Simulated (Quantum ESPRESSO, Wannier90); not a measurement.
**Wannierisation of ZnCdS2 (P3m1)**

```yaml
crystal:
  lattice:
    - [4.01080, 0.00000, 0.00000]
    - [-2.00540, 3.47345, 0.00000]
    - [0.00000, 0.00000, 6.63060]
  atoms:
    - { symbol: Zn, position: [0.00000, 0.00000, 0.99976] }
    - { symbol: Cd, position: [0.33333, 0.66667, 0.50562] }
    - { symbol: S, position: [0.33333, 0.66667, 0.89201] }
    - { symbol: S, position: [0.00000, 0.00000, 0.35460] }
```

Materials Project entry mp-1215475; symmetrised, unrelaxed at this level. Not found in the COD (Crystallography Open Database) copy used; not checked further. Level: PBEsol, no spin polarisation, no spin-orbit coupling; pw.x of Quantum ESPRESSO at 82 Ry with PseudoDojo potentials, 6×6×4 k-points, Wannier90. Density: 12×12×6 mesh, cold smearing 0.01 Ry.

Valence charges of the files: Zn 20, Cd 20, S 6. 48 bands were computed.

Isolated groups of bands, relative to the valence-band maximum (bands from 27 on overlap up to the last one computed):

```json
[
 {"bands": "1", "from (eV)": "-124.63", "to (eV)": "-124.63", "filling": "filled", "weight on atomic waves": "Zn 3s 100 %"},
 {"bands": "2", "from (eV)": "-101.26", "to (eV)": "-101.26", "filling": "filled", "weight on atomic waves": "Cd 4s 100 %"},
 {"bands": "3–5", "from (eV)": "-78.95", "to (eV)": "-78.94", "filling": "filled", "weight on atomic waves": "Zn 3p 100 %"},
 {"bands": "6–8", "from (eV)": "-62.36", "to (eV)": "-62.35", "filling": "filled", "weight on atomic waves": "Cd 4p 100 %"},
 {"bands": "9–10", "from (eV)": "-12.59", "to (eV)": "-11.75", "filling": "filled", "weight on atomic waves": "S 3s 85 %, Zn 4s 5 %, Cd 5s 4 %"},
 {"bands": "11–15", "from (eV)": "-7.64", "to (eV)": "-6.91", "filling": "filled", "weight on atomic waves": "Cd 4d 93 %"},
 {"bands": "16–20", "from (eV)": "-6.21", "to (eV)": "-5.66", "filling": "filled", "weight on atomic waves": "Zn 3d 93 %"},
 {"bands": "21–26", "from (eV)": "-4.79", "to (eV)": "0.00", "filling": "filled", "weight on atomic waves": "S 3p 79 %, Cd 5s 5 %, Zn 4s 4 %"}
]
```

Wanted is a model with the orbitals Zn s p, Cd s p, S s p, without the filled groups that are mainly made of other shells (semicore states, and anion s where it isn't named); all higher bands stay in for disentanglement.

Question: Give num_wann, exclude_bands and num_bands, and the number of electrons that the model holds.

Answer: Electrons: 1×20 + 1×20 + 2×6 = 52, which fill 26 bands.
num_wann = 1×4 + 1×4 + 2×4 = 16.
exclude_bands = 1-8,11-20, 18 bands, so num_bands = 48 − 18 = 30.
The model holds 52 − 2×18 = 16 electrons. With the window frozen to 2.68 eV it follows pw.x to 2.3 meV rms (states up to 2.2 eV relative to the valence-band maximum).
